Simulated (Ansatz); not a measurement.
MgSe (rock salt), conventional cell a = 5.4722 Å, b = 5.4722 Å, c = 5.4722 Å, α = 90.00°, β = 90.00°, γ = 90.00°. The calculation uses the primitive cell of 2 atoms, to which meshes and values per cell refer.

Two coordinates are scanned: the volume, and the ratio of the stretch along z (the conventional c axis) to the stretch across it. Atoms keep their fractional coordinates.

Computed with r2SCAN (plane waves to 500 eV, PAW, scalar-relativistic; Ansatz, a program for electronic structure). k mesh 10×10×10 (Γ-centred), Fermi-Dirac smearing 0.05 eV. Compression counts positive. MgSe was relaxed with its symmetry unable to fall. 

Q: What P (GPa) does the calculation give at all points of the grid V/V₀ = 0.920, 0.960, 1.000, 1.040, 1.080 by (c/a)/(c/a)₀ = 0.920, 0.960, 1.000, 1.040, 1.080?

A: P (GPa), with V/V₀ across and (c/a)/(c/a)₀ down:

| (c/a)/(c/a)₀ \ V/V₀ | 0.920 | 0.960 | 1.000 | 1.040 | 1.080 |
|---|---|---|---|---|---|
| 0.920 | 7.8 | 4.0 | 1.0 | -1.5 | -3.6 |
| 0.960 | 6.8 | 3.2 | 0.2 | -2.2 | -4.2 |
| 1.000 | 6.5 | 2.9 | 0.0 | -2.4 | -4.4 |
| 1.040 | 6.8 | 3.2 | 0.2 | -2.2 | -4.2 |
| 1.080 | 7.5 | 3.8 | 0.8 | -1.7 | -3.7 |

(A scan under strain: stresses follow from slopes of the energy per volume, elastic moduli from its curvatures.)
